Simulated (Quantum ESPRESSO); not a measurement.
# InMgAl4Ga2P7S: one run as intended and one with a planted mistake

A calculation, not a measurement. The program is pw.x of Quantum ESPRESSO 7.5 (plane-wave density functional theory). The cell is made up: 16 atoms on a doubled zincblende/diamond lattice, with randomly drawn elements, strain and displacements, not relaxed. PseudoDojo standard norm-conserving files (v0.5 for PBE, v0.4.1 for LDA and PBEsol) set the functional; there is no spin polarisation, spin-orbit coupling or dispersion term, and the masses in the input are unused placeholders.

Intended input:

```
&control calculation='scf', pseudo_dir='./dojo.nc.sr.pbe.v0_5.standard.upf', outdir='./o', disk_io='low', tprnfor=.true., tstress=.true. /
&system ibrav=0, nat=16, ntyp=6, nbnd=57, ecutwfc=84.00895049, nosym=.true., tot_charge=0,
 occupations='smearing', smearing='fd', degauss=0.0018374661
/
&electrons conv_thr=7.350e-09, electron_maxstep=60, /
ATOMIC_SPECIES
Al 1.0 Al.upf
Ga 1.0 Ga.upf
In 1.0 In.upf
Mg 1.0 Mg.upf
P 1.0 P.upf
S 1.0 S.upf
CELL_PARAMETERS angstrom
5.8156 0.0055 0.0143
0.0055 5.6862 0.0116
0.0286 0.0232 11.2957
ATOMIC_POSITIONS angstrom
In 0.0495 -0.0452 0.015
Mg 0.0623 2.8409 2.7742
Al 2.9995 0.0632 2.6498
Al 2.9035 2.802 0.0773
Ga -0.0203 -0.0694 5.6203
Al 0.0264 2.8511 8.5134
Ga 2.9536 0.016 8.4597
Al 2.8868 2.8238 5.5752
P 1.4358 1.4596 1.3715
P 1.5042 4.218 4.2628
P 4.4152 1.5387 4.1713
P 4.3693 4.2975 1.5352
P 1.3571 1.419 6.9501
P 1.4464 4.3615 9.8989
P 4.292 1.5126 9.9346
S 4.3981 4.1074 7.1043
K_POINTS automatic
4 4 2 1 1 1
```

The log is shortened where brackets say so; the opening notice, blank lines, dates and the lines on written files are dropped, and the path of the files is cut. It prints rydbergs, bohrs and kilobars, and counts compression as positive stress.

Log of the intended run:

```
     Program PWSCF v.7.5
     Parallel version (MPI & OpenMP), running on       4 processor cores
     Number of MPI processes:                 4
     Threads/MPI process:                     1
     [start-up lines left out]
     bravais-lattice index     =            0
     lattice parameter (alat)  =      10.9899  a.u.
     unit-cell volume          =    2520.7019 (a.u.)^3
     number of atoms/cell      =           16
     number of atomic types    =            6
     number of electrons       =       102.00
     number of Kohn-Sham states=           57
     kinetic-energy cutoff     =      84.0090  Ry
     charge density cutoff     =     336.0358  Ry
     scf convergence threshold =      7.3E-09
     mixing beta               =       0.7000
     number of iterations used =            8  plain     mixing
     Exchange-correlation= PBE
                           (   1   4   3   4   0   0   0)
     [axes and pseudopotential details left out]
   Cartesian axes
     site n.     atom                  positions (alat units)
         1        In     tau(   1) = (   0.0085116  -0.0077722   0.0025793  )
         2        Mg     tau(   2) = (   0.0107125   0.4884948   0.4770257  )
         3        Al     tau(   3) = (   0.5157661   0.0108673   0.4556350  )
         4        Al     tau(   4) = (   0.4992589   0.4818059   0.0132918  )
         5        Ga     tau(   5) = (  -0.0034906  -0.0119334   0.9664146  )
         6        Al     tau(   6) = (   0.0045395   0.4902487   1.4638851  )
         7        Ga     tau(   7) = (   0.5078736   0.0027512   1.4546514  )
         8        Al     tau(   8) = (   0.4963873   0.4855544   0.9586596  )
         9        P      tau(   9) = (   0.2468868   0.2509793   0.2358304  )
        10        P      tau(  10) = (   0.2586483   0.7252881   0.7329915  )
        11        P      tau(  11) = (   0.7591968   0.2645806   0.7172580  )
        12        P      tau(  12) = (   0.7513042   0.7389582   0.2639787  )
        13        P      tau(  13) = (   0.2333543   0.2439981   1.1950746  )
        14        P      tau(  14) = (   0.2487095   0.7499630   1.7021229  )
        15        P      tau(  15) = (   0.7380124   0.2600926   1.7082615  )
        16        S      tau(  16) = (   0.7562564   0.7062703   1.2215894  )
     number of k points=    16  Fermi-Dirac smearing, width (Ry)=  0.0018
                       cart. coord. in units 2pi/alat
        k(    1) = (   0.1245648   0.1274632   0.1281360), wk =   0.1250000
        k(    2) = (   0.1251973   0.1279877  -0.1292930), wk =   0.1250000
     [further k points left out]
     Dense  grid:   262183 G-vectors     FFT dimensions: (  72,  64, 125)
     Estimated max dynamical RAM per process >     593.84 MB
     Estimated total dynamical RAM >       2.13 GB
     Initial potential from superposition of free atoms
     starting charge     101.9792, renormalised to     102.0000
     Starting wfcs are   80 randomized atomic wfcs
     total cpu time spent up to now is       10.7 secs
     per-process dynamical memory:   425.3 Mb
     Self-consistent Calculation
     iteration #  1     ecut=    84.01 Ry     beta= 0.70
     Davidson diagonalization with overlap
     ethr =  1.00E-02,  avg # of iterations =  4.0
     Threshold (ethr) on eigenvalues was too large:
     Diagonalizing with lowered threshold
     Davidson diagonalization with overlap
     ethr =  9.10E-04,  avg # of iterations =  1.9
     total cpu time spent up to now is       45.1 secs
     total energy              =    -695.22196211 Ry
     estimated scf accuracy    <       0.94538942 Ry
     iteration #  2     ecut=    84.01 Ry     beta= 0.70
     Davidson diagonalization with overlap
     ethr =  9.27E-04,  avg # of iterations =  6.2
     total cpu time spent up to now is       67.2 secs
     total energy              =    -694.61304645 Ry
     estimated scf accuracy    <       3.99103061 Ry
     [iterations 3 to 11 left out]
     iteration # 12     ecut=    84.01 Ry     beta= 0.70
     Davidson diagonalization with overlap
     ethr =  3.28E-10,  avg # of iterations =  2.0
     total cpu time spent up to now is      260.9 secs
     total energy              =    -695.57481708 Ry
     estimated scf accuracy    <       0.00000008 Ry
     iteration # 13     ecut=    84.01 Ry     beta= 0.70
     Davidson diagonalization with overlap
     ethr =  7.60E-11,  avg # of iterations =  3.5
     total cpu time spent up to now is      277.0 secs
     End of self-consistent calculation
     [lines on levels left out]
!    total energy              =    -695.57481710 Ry
     estimated scf accuracy    <          5.1E-09 Ry
     smearing contrib. (-TS)   =      -0.00000000 Ry
     internal energy E=F+TS    =    -695.57481710 Ry
     The total energy is F=E-TS. E is the sum of the following terms:
     one-electron contribution =    -381.22690752 Ry
     hartree contribution      =     239.70191843 Ry
     xc contribution           =    -182.94724179 Ry
     ewald contribution        =    -371.10258622 Ry
     convergence has been achieved in  13 iterations
     Forces acting on atoms (cartesian axes, Ry/au):
     atom    1 type  3   force =    -0.04972829    0.03380116    0.01955944
     atom    2 type  4   force =     0.01052283    0.01493886    0.01400477
     atom    3 type  1   force =    -0.03357974    0.02267928    0.05422435
     atom    4 type  1   force =    -0.01038420    0.03364666    0.00600158
     atom    5 type  2   force =     0.01062973    0.01796086   -0.04745054
     atom    6 type  1   force =     0.01113652   -0.01629387    0.01326243
     atom    7 type  2   force =    -0.03204280    0.02372678    0.01055570
     atom    8 type  1   force =    -0.00412044   -0.01830097   -0.01501224
     atom    9 type  5   force =     0.06071642   -0.00462365    0.00789561
     atom   10 type  5   force =     0.01915379    0.04368771    0.00738741
     atom   11 type  5   force =    -0.04011968   -0.05871703    0.04457226
     atom   12 type  5   force =    -0.03251789   -0.03249192   -0.04280234
     atom   13 type  5   force =     0.02615526    0.00192858    0.03589093
     atom   14 type  5   force =     0.05922992   -0.08026560   -0.06396303
     atom   15 type  5   force =     0.01773710   -0.00070281   -0.04334269
     atom   16 type  6   force =    -0.01278852    0.01902594   -0.00078364
     Total force =     0.227474     Total SCF correction =     0.000272
     Computing stress (Cartesian axis) and pressure
          total   stress  (Ry/bohr**3)                   (kbar)     P=      -29.35
  -0.00025201  -0.00004720  -0.00009326          -37.07       -6.94      -13.72
  -0.00004720  -0.00018110   0.00004693           -6.94      -26.64        6.90
  -0.00009326   0.00004693  -0.00016536          -13.72        6.90      -24.33
     init_run     :     10.08s CPU     10.49s WALL (       1 calls)
     electrons    :    263.20s CPU    266.41s WALL (       1 calls)
     forces       :      3.81s CPU      3.93s WALL (       1 calls)
     stress       :     11.47s CPU     11.84s WALL (       1 calls)
     [timing details left out]
     PWSCF        :   4m48.79s CPU   4m53.07s WALL
     JOB DONE.
```

A second run has one planted mistake: the cell and the positions are scaled by a wrong factor. The input lines that differ, file-writing options aside:

```
- 5.8156 0.0055 0.0143
+ 5.7743 0.0055 0.0142
- 0.0055 5.6862 0.0116
+ 0.0055 5.6458 0.0115
- 0.0286 0.0232 11.2957
+ 0.0284 0.023 11.2155
- In 0.0495 -0.0452 0.015
+ In 0.0491 -0.0449 0.0149
- Mg 0.0623 2.8409 2.7742
+ Mg 0.0619 2.8207 2.7545
- Al 2.9995 0.0632 2.6498
+ Al 2.9782 0.0628 2.631
- Al 2.9035 2.802 0.0773
+ Al 2.8829 2.7821 0.0768
- Ga -0.0203 -0.0694 5.6203
+ Ga -0.0202 -0.0689 5.5804
- Al 0.0264 2.8511 8.5134
+ Al 0.0262 2.8309 8.453
- Ga 2.9536 0.016 8.4597
+ Ga 2.9326 0.0159 8.3996
- Al 2.8868 2.8238 5.5752
+ Al 2.8663 2.8038 5.5356
- P 1.4358 1.4596 1.3715
+ P 1.4256 1.4492 1.3618
- P 1.5042 4.218 4.2628
+ P 1.4935 4.1881 4.2325
- P 4.4152 1.5387 4.1713
+ P 4.3839 1.5278 4.1417
- P 4.3693 4.2975 1.5352
+ P 4.3383 4.267 1.5243
- P 1.3571 1.419 6.9501
+ P 1.3475 1.4089 6.9008
- P 1.4464 4.3615 9.8989
+ P 1.4361 4.3305 9.8286
- P 4.292 1.5126 9.9346
+ P 4.2615 1.5019 9.8641
- S 4.3981 4.1074 7.1043
+ S 4.3669 4.0782 7.0539
```

Its log:

```
     Program PWSCF v.7.5
     Parallel version (MPI & OpenMP), running on       4 processor cores
     Number of MPI processes:                 4
     Threads/MPI process:                     1
     [start-up lines left out]
     bravais-lattice index     =            0
     lattice parameter (alat)  =      10.9119  a.u.
     unit-cell volume          =    2467.3750 (a.u.)^3
     number of atoms/cell      =           16
     number of atomic types    =            6
     number of electrons       =       102.00
     number of Kohn-Sham states=           57
     kinetic-energy cutoff     =      84.0090  Ry
     charge density cutoff     =     336.0358  Ry
     scf convergence threshold =      7.3E-09
     mixing beta               =       0.7000
     number of iterations used =            8  plain     mixing
     Exchange-correlation= PBE
                           (   1   4   3   4   0   0   0)
     [axes and pseudopotential details left out]
   Cartesian axes
     site n.     atom                  positions (alat units)
         1        In     tau(   1) = (   0.0085032  -0.0077758   0.0025804  )
         2        Mg     tau(   2) = (   0.0107199   0.4884904   0.4770259  )
         3        Al     tau(   3) = (   0.5157664   0.0108757   0.4556381  )
         4        Al     tau(   4) = (   0.4992622   0.4818056   0.0133003  )
         5        Ga     tau(   5) = (  -0.0034982  -0.0119321   0.9664168  )
         6        Al     tau(   6) = (   0.0045373   0.4902569   1.4638953  )
         7        Ga     tau(   7) = (   0.5078693   0.0027536   1.4546475  )
         8        Al     tau(   8) = (   0.4963874   0.4855637   0.9586583  )
         9        P      tau(   9) = (   0.2468862   0.2509733   0.2358373  )
        10        P      tau(  10) = (   0.2586452   0.7252975   0.7329867  )
        11        P      tau(  11) = (   0.7592063   0.2645853   0.7172619  )
        12        P      tau(  12) = (   0.7513092   0.7389615   0.2639791  )
        13        P      tau(  13) = (   0.2333608   0.2439941   1.1950844  )
        14        P      tau(  14) = (   0.2487046   0.7499584   1.7021225  )
        15        P      tau(  15) = (   0.7380090   0.2600999   1.7082704  )
        16        S      tau(  16) = (   0.7562622   0.7062650   1.2215984  )
     number of k points=    16  Fermi-Dirac smearing, width (Ry)=  0.0018
                       cart. coord. in units 2pi/alat
        k(    1) = (   0.1245639   0.1274631   0.1281361), wk =   0.1250000
        k(    2) = (   0.1251965   0.1279869  -0.1292924), wk =   0.1250000
     [further k points left out]
     Dense  grid:   256643 G-vectors     FFT dimensions: (  64,  64, 125)
     Estimated max dynamical RAM per process >     577.93 MB
     Estimated total dynamical RAM >       2.07 GB
     Initial potential from superposition of free atoms
     starting charge     101.9792, renormalised to     102.0000
     Starting wfcs are   80 randomized atomic wfcs
     total cpu time spent up to now is       10.6 secs
     per-process dynamical memory:   404.5 Mb
     Self-consistent Calculation
     iteration #  1     ecut=    84.01 Ry     beta= 0.70
     Davidson diagonalization with overlap
     ethr =  1.00E-02,  avg # of iterations =  4.0
     Threshold (ethr) on eigenvalues was too large:
     Diagonalizing with lowered threshold
     Davidson diagonalization with overlap
     ethr =  9.18E-04,  avg # of iterations =  1.9
     total cpu time spent up to now is       44.6 secs
     total energy              =    -695.22890791 Ry
     estimated scf accuracy    <       0.95399859 Ry
     iteration #  2     ecut=    84.01 Ry     beta= 0.70
     Davidson diagonalization with overlap
     ethr =  9.35E-04,  avg # of iterations =  6.2
     total cpu time spent up to now is       66.3 secs
     total energy              =    -694.62783539 Ry
     estimated scf accuracy    <       3.93345588 Ry
     [iterations 3 to 11 left out]
     iteration # 12     ecut=    84.01 Ry     beta= 0.70
     Davidson diagonalization with overlap
     ethr =  3.77E-10,  avg # of iterations =  2.0
     total cpu time spent up to now is      265.4 secs
     total energy              =    -695.58319307 Ry
     estimated scf accuracy    <       0.00000009 Ry
     iteration # 13     ecut=    84.01 Ry     beta= 0.70
     Davidson diagonalization with overlap
     ethr =  8.59E-11,  avg # of iterations =  3.8
     total cpu time spent up to now is      282.0 secs
     End of self-consistent calculation
     [lines on levels left out]
!    total energy              =    -695.58319308 Ry
     estimated scf accuracy    <          6.7E-09 Ry
     smearing contrib. (-TS)   =      -0.00000000 Ry
     internal energy E=F+TS    =    -695.58319308 Ry
     The total energy is F=E-TS. E is the sum of the following terms:
     one-electron contribution =    -377.15604048 Ry
     hartree contribution      =     238.43422824 Ry
     xc contribution           =    -183.10440216 Ry
     ewald contribution        =    -373.75697868 Ry
     convergence has been achieved in  13 iterations
     Forces acting on atoms (cartesian axes, Ry/au):
     atom    1 type  3   force =    -0.05273631    0.03534589    0.02022261
     atom    2 type  4   force =     0.01123161    0.01576333    0.01409461
     atom    3 type  1   force =    -0.03597559    0.02407110    0.05725374
     atom    4 type  1   force =    -0.01048657    0.03636122    0.00631256
     atom    5 type  2   force =     0.00933214    0.01783152   -0.04855885
     atom    6 type  1   force =     0.01240856   -0.01706366    0.01416562
     atom    7 type  2   force =    -0.03210548    0.02410088    0.00965046
     atom    8 type  1   force =    -0.00331365   -0.01894569   -0.01394512
     atom    9 type  5   force =     0.06219582   -0.00415147    0.00929197
     atom   10 type  5   force =     0.01953646    0.04646322    0.00649921
     atom   11 type  5   force =    -0.04060626   -0.06106358    0.04619866
     atom   12 type  5   force =    -0.03335734   -0.03550336   -0.04396060
     atom   13 type  5   force =     0.02703621    0.00148518    0.03715445
     atom   14 type  5   force =     0.06302227   -0.08381360   -0.06746160
     atom   15 type  5   force =     0.01774022   -0.00111159   -0.04550653
     atom   16 type  6   force =    -0.01392209    0.02023059   -0.00141121
     Total force =     0.237360     Total SCF correction =     0.000320
     Computing stress (Cartesian axis) and pressure
          total   stress  (Ry/bohr**3)                   (kbar)     P=      -16.78
  -0.00016558  -0.00005293  -0.00010203          -24.36       -7.79      -15.01
  -0.00005293  -0.00009606   0.00005394           -7.79      -14.13        7.93
  -0.00010203   0.00005394  -0.00008060          -15.01        7.93      -11.86
     init_run     :      9.97s CPU     10.37s WALL (       1 calls)
     electrons    :    268.75s CPU    271.59s WALL (       1 calls)
     forces       :      3.71s CPU      3.83s WALL (       1 calls)
     stress       :     11.48s CPU     11.83s WALL (       1 calls)
     [timing details left out]
     PWSCF        :   4m54.15s CPU   4m58.01s WALL
     JOB DONE.
```

|  | intended run | run with the mistake |
| --- | --- | --- |
| free energy (eV) | -9463.778 | -9463.891 |
| smearing term -TS (eV) | 0.0000 | 0.0000 |
| pressure (GPa) | -2.93 | -1.68 |
| largest force component (eV/Å) | 2.064 | 2.155 |
| largest change of a force component (eV/Å) |  | 0.098 |
| iterations | 13 | 13 |

For scale, a rerun of the intended cell at a cutoff of 1437 eV and k mesh 6 x 6 x 4 moved values by no more than 0.011 eV in energy, 0.02 GPa in stress and 0.009 eV/Å in force.